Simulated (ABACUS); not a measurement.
A self-consistent single point of SiNi (Pnma, 8 atoms in the cell; from Materials Project mp-351) with ABACUS.

Method: PBE, numerical atomic orbitals TZP (confined pseudo-atomic orbitals with Gaussian additions; energy shift 0.01 Ry), PseudoDojo 0.5 standard norm-conserving PBE (tails mended) pseudopotentials (ABACUS 3.10.1).

```xyz
8
Lattice="5.1415 0.0000 0.0000 0.0000 3.3213 0.0000 0.0000 0.0000 5.5698" Properties=species:S:1:pos:R:3 pbc="T T T"
Si     4.2217     2.4910     3.2434
Si     0.9199     0.8303     2.3264
Si     3.4906     0.8303     0.4585
Si     1.6509     2.4910     5.1113
Ni     2.6116     0.8303     3.8349
Ni     2.5299     2.4910     1.7349
Ni     5.1007     2.4910     1.0500
Ni     0.0409     0.8303     4.5198
```

Reference input (self-consistent single point, DFT, PBE, numerical atomic orbitals TZP (confined pseudo-atomic orbitals with Gaussian additions; energy shift 0.01 Ry), PseudoDojo 0.5 standard norm-conserving PBE (tails mended) pseudopotentials): basis = TZP numerical atomic orbitals, energy shift 0.01 Ry; KPT = Gamma 3 6 3 0 0 0; basis_type = lcao; ecutwfc = 100 Ry; smearing_method = fd; smearing_sigma = 0.00734986 Ry; potentials = PseudoDojo 0.5 standard norm-conserving PBE (tails mended); symmetry = 1; symmetry_prec = 1e-05; ks_solver = scalapack_gvx; scf_nmax = 100; scf_thr = 1.0e-06. This run's input differs from it in these lines:

```diff
@@ -11,3 +11,3 @@
 smearing_method      fd
-smearing_sigma       0.00734986
+smearing_sigma       0.0220496
 ks_solver            scalapack_gvx
@@ -60,3 +60,3 @@
 Gamma
-3 6 3 0 0 0
+3 5 3 0 0 0
```

Log, with long lists cut:

```
 SELF-CONSISTENT
 -------------------------------------------

                  longest orb rcut (Bohr) = 6.9
   longest nonlocal projector rcut (Bohr) = 1.94
                     search radius (Bohr) = 17.7

                          real space grid = [ 64, 40, 72 ]

                                 init_chg = atomic

 LCAO ALGORITHM --------------- ION=   1  ELEC=   1--------------------------------

 Density error is 0.0487724036569
 E_KohnSham     -1376.2179890896     -18724.4063417205
 E_Fermi        1.0885801119         14.8108922516

 LCAO ALGORITHM --------------- ION=   1  ELEC=   2--------------------------------

   [... lines left out ...]

   [... 6 blocks of this kind left out ...]

 LCAO ALGORITHM --------------- ION=   1  ELEC=   9--------------------------------

 Density error is 3.85160737721e-06
 E_KohnSham     -1376.4173449027     -18727.1187167084
 E_Fermi        1.1228744299         15.2774903848

 LCAO ALGORITHM --------------- ION=   1  ELEC=  10--------------------------------

 Density error is 3.56860637291e-07
 E_KohnSham     -1376.4173449032     -18727.1187167146
 E_KS(sigma->0) -1376.3871567943     -18726.7079864219
 E_entropy(-TS) -0.0603762178        -0.8214605856
 E_Fermi        1.1228715706         15.2774514825
 charge density convergence is achieved
 final etot is -18727.118717 eV
 EFERMI = 15.277451483 eV

 STATE ENERGY(eV) AND OCCUPATIONS    NSPIN == 1
   [... 51 lines left out ...]

 TOTAL-FORCE (eV/Angstrom)
                       Si1         0.0941918935         0.0000000000         0.0442360743
                       Si2        -0.0941918935         0.0000000000        -0.0442360743
                       Si3        -0.0941918935         0.0000000000         0.0442360743
                       Si4         0.0941918935         0.0000000000        -0.0442360743
                       Ni1         0.1035168454         0.0000000000        -0.0801790850
                       Ni2        -0.1035168454         0.0000000000         0.0801790850
                       Ni3        -0.1035168454         0.0000000000        -0.0801790850
   [... lines left out ...]

 TOTAL-STRESS (KBAR)
        81.4458269527         0.0000000000         0.0000000000
         0.0000000000        64.3611234228         0.0000000000
         0.0000000000         0.0000000000        85.0723399392
 TOTAL-PRESSURE: 76.959763 KBAR

 --------------------------------------------
 !FINAL_ETOT_IS -18727.1187167146417778 eV
 --------------------------------------------
```

The run converged in 10 iterations. Against the reference run the free energy goes down by 43.1 meV/atom, the pressure goes from 6.91 to 7.70 GPa and the largest force goes from 0.158 to 0.131 eV/Å.

The atom-centred basis is finite, which shifts total energies, pressures and forces against plane waves. The run has no spin polarisation, so moments on Ni cannot form. This run is one point of a test of settings, so its values need not be converged; read them against the reference run alone. The structure comes from a collection of computed structures, made at another level of theory; the collection holds predicted forms beside known ones. No clean gap shows at this smearing width and mesh (spacing up to 0.41 Å⁻¹); the mesh is coarse for partly filled bands, so the values carry mesh errors.

Cost on one core: very roughly 110 core-seconds.

The atomic orbitals were generated for these runs; they are not ABACUS's published sets and were checked against plane waves on a few crystals only.

“Tails mended”: in these copies of the files the far tail of each local potential was reset to the Coulomb form.
